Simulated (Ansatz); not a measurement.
## SbRuSe, first-principles data

SbRuSe:
```
SbRuSe
1.0
    6.39193     0.00000     0.00000
    0.00000     6.33208     0.00000
   -2.50211     0.00000     5.92203
Sb Ru Se
4 4 4
Cartesian
 -0.01545   2.31498   2.23139
  3.90526   4.01710   3.69064
  5.15632   5.48102   0.72963
 -1.26650   0.85106   5.19240
  1.08686   6.29899   1.77432
  2.80296   0.03309   4.14770
  4.05401   3.13295   1.18669
 -0.16420   3.19913   4.73534
  1.77990   4.01057   1.07166
  2.10992   2.32151   4.85037
  3.36097   0.84453   1.88936
  0.52885   5.48755   4.03267
```

Space group P2_1/c (No. 14); conventional cell a = 6.3919 Å, b = 6.3321 Å, c = 6.4289 Å, α = γ = 90.00°, β = 112.90°.

Method: r²SCAN (plane waves, PAW; program Ansatz). Structure relaxed to zero pressure with the same functional. Other levels are named where they apply.

Cell and energy:

Volume per atom: 19.97 Å³
Density: 8.36 g/cm³
Formation energy from the elements (no fitted shifts): -0.46 eV/atom

Electronic structure:

Band gap: 0.94 eV (indirect)
Valence-band maximum: off the standard path, at k = (-0.495, 0.000, 0.234) in fractions of the reciprocal vectors
Conduction-band minimum: at Γ
Smallest direct gap on the standard path: 1.18 eV

The workflow started from a Materials Project entry (that database holds measured and hypothetical structures alike); the Crystallography Open Database copy checked does not list it. Its standing as an ambient phase is unchecked. The r²SCAN relaxation kept the symmetry of its start; whether a distortion lowers the energy is not shown. The run is not spin-polarised. The references are the lowest solids computed at this level, not always the standard phases. Scalar-relativistic: spin–orbit coupling is off unless named, which matters more the heavier the elements.

Potentials: the later of the program's two PAW sets.
